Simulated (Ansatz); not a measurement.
**Electrons against holes in SrC₂ (computed with Ansatz 0.2.0)**

Space group I4/mmm (No. 139), 3 atoms in the cell of the first input below: a = 4.468 Å, b = 4.468 Å, c = 4.468 Å, α = 125.29°, β = 125.29°, γ = 81.06°.

The volume is a measured one, the structure type a prototype's, with its volume kept and shape and atoms relaxed (pressure -1.7 GPa with this functional, without spin–orbit coupling). Functional: PBEsol.

Spin–orbit coupling is left out. Kohn–Sham gap between the band edges found on a fine mesh: 1.54 eV.

Levels at points 0.012 Å⁻¹ about the band edges give the masses:

```yaml
crystal:
  lattice:
    - [-2.0531684917, 2.0531684917, 3.396126698]
    - [2.0531684917, -2.0531684917, 3.396126698]
    - [2.0531684917, 2.0531684917, -3.396126698]
  atoms:
    - { symbol: Sr, position: [0.0, 0.0, 0.0] }
    - { symbol: C, position: [0.4071222662, 0.4071222662, 0.0] }
    - { symbol: C, position: [0.5928777338, 0.5928777338, 0.0] }
basis:
  ecutwfc: 420
  ecutrho_ratio: 4
kpoints:
  mp_grid: { grid: [12, 12, 12] }
hamiltonian:
  xc: pbesol
scf:
  occupations: { method: gaussian, width: 0.05 }
output:
  forces: true
  stress: true
  eigenvalues: true
  eigenstates:
    kpoints:
      - [0.383681033, 0.383681033, -0.384426314]
      - [0.37975977, 0.387602296, -0.380505051]
      - [0.387602296, 0.37975977, -0.388347577]
      - [0.387602296, 0.37975977, -0.380505051]
      - [0.37975977, 0.387602296, -0.388347577]
      - [0.390167157, 0.390167157, -0.390912438]
      - [0.377194909, 0.377194909, -0.37794019]
      - [0.383681033, 0.383681033, -0.378880811]
      - [0.383681033, 0.383681033, -0.389971818]
      - [0.385494663, 0.391040167, -0.386239945]
      - [0.381867402, 0.376321899, -0.382612683]
      - [0.391040167, 0.385494663, -0.386239945]
      - [0.376321899, 0.381867402, -0.382612683]
      - [0.387425798, 0.387425798, -0.383643195]
      - [0.379936267, 0.379936267, -0.385209433]
      - [0.0, 0.0, -0.5]
      - [-0.003921263, 0.003921263, -0.496078737]
      - [0.003921263, -0.003921263, -0.503921263]
      - [0.003921263, -0.003921263, -0.496078737]
      - [-0.003921263, 0.003921263, -0.503921263]
      - [0.006486124, 0.006486124, -0.506486124]
      - [-0.006486124, -0.006486124, -0.493513876]
      - [0.0, 0.0, -0.494454497]
      - [0.0, 0.0, -0.505545503]
      - [0.001813631, 0.007359134, -0.501813631]
      - [-0.001813631, -0.007359134, -0.498186369]
      - [0.007359134, 0.001813631, -0.501813631]
      - [-0.007359134, -0.001813631, -0.498186369]
      - [0.003744766, 0.003744766, -0.499216881]
      - [-0.003744766, -0.003744766, -0.500783119]
    de_dk: true
    e_range: [-1.366932668031, 1.371412143384]
```

```bash
ansatz run input.yaml --threads 4 --pin off --max-ram 9216MiB --backend cpu --events-out ev --progress --plain --runs-dir out
```

Time: 1.6 s on 4 threads of Intel(R) Xeon(R) 6975P-C (Granite Rapids), on a shared host, peak memory 0.47 GiB.

Edges at k = (0.384, 0.384, -0.384) and (0.000, 0.000, -0.500); masses in electron masses along fixed Cartesian directions (which need not be the axes of a valley), negative for hole-like bands, for at most the three nearest levels of the same spin at these k-points, within 0.3 eV:

| edge | band | from the edge (meV) | degeneracy | x | y | z | 111 |
| --- | --- | --- | --- | --- | --- | --- | --- |
| conduction | 1 | 0 | 1 | 0.576 | 0.576 | 0.353 | 0.696 |

These curvatures agree with the slopes at the same points. They hold at the edge alone, and further out the bands need not be parabolic.

Masses are left out for the valence bands: curvatures from levels and from slopes, or those of degenerate partners, don't bear each other out.

The states of the whole zone with their velocity products:

```yaml
crystal:
  lattice:
    - [-2.0531684917, 2.0531684917, 3.396126698]
    - [2.0531684917, -2.0531684917, 3.396126698]
    - [2.0531684917, 2.0531684917, -3.396126698]
  atoms:
    - { symbol: Sr, position: [0.0, 0.0, 0.0] }
    - { symbol: C, position: [0.4071222662, 0.4071222662, 0.0] }
    - { symbol: C, position: [0.5928777338, 0.5928777338, 0.0] }
basis:
  ecutwfc: 420
  ecutrho_ratio: 4
kpoints:
  mp_grid: { grid: [12, 12, 12] }
hamiltonian:
  xc: pbesol
scf:
  occupations: { method: gaussian, width: 0.05 }
output:
  forces: true
  stress: true
  eigenvalues: true
  states_by_energy: { minimum_broadening: 0.05 }
```

```bash
ansatz run input.yaml --threads 4 --pin off --max-ram 9216MiB --backend cpu --events-out ev --progress --plain --runs-dir out
```

Time: 2.3 min on 4 threads of Intel(R) Xeon(R) 6975P-C (Granite Rapids) (shared host), peak memory 1 GiB.

From that table, at a constant relaxation time τ with Fermi–Dirac weights and rigid bands:

| T (K) | doping (cm⁻³) | μ − E_F (eV) | σ_xx/τ (10²⁰/Ω m s) | S_xx (μV/K) | Lorenz (10⁻⁸ V²/K²) | ħω_p,xx (eV) |
| --- | --- | --- | --- | --- | --- | --- |
| 600 | n 1e19 | 0.681 | 0.00476 | -372 | 1.86 | 0.153 |
| 600 | p 1e19 | -0.536 | 0.000638 | 584 | 1.51 | 0.056 |
| 600 | n 1e20 | 0.826 | 0.0473 | -184 | 1.97 | 0.481 |
| 600 | p 1e20 | -0.657 | 0.00635 | 386 | 1.52 | 0.176 |
| 600 | n 1e21 | 1.158 | 0.45 | -55 | 2.32 | 1.484 |
| 600 | p 1e21 | -0.794 | 0.0608 | 195 | 1.58 | 0.546 |
| 900 | n 1e19 | 0.586 | 0.0047 | -424 | 1.86 | 0.152 |
| 900 | p 1e19 | -0.370 | 0.000549 | 627 | 1.26 | 0.052 |
| 900 | n 1e20 | 0.786 | 0.0468 | -232 | 1.92 | 0.478 |
| 900 | p 1e20 | -0.550 | 0.00547 | 429 | 1.24 | 0.164 |
| 900 | n 1e21 | 1.149 | 0.448 | -80 | 2.22 | 1.480 |
| 900 | p 1e21 | -0.742 | 0.0523 | 233 | 1.27 | 0.506 |

Q: Which of the dopings listed at 600 K has the largest power factor S²σ/τ along x?

A: n 1e19: 0.66, p 1e19: 0.22, n 1e20: 1.6, p 1e20: 0.95, n 1e21: 1.3, p 1e21: 2.3 (10¹¹ W/m K² s), so p 1e21 cm⁻³, if τ is the same for all. Along z the largest is 12, for p 1e21 cm⁻³, as the crystal conducts unlike along its axes.

Caveats: melting, decomposition and changes of phase at these temperatures weren't checked; no scattering is computed, and the gap isn't corrected.
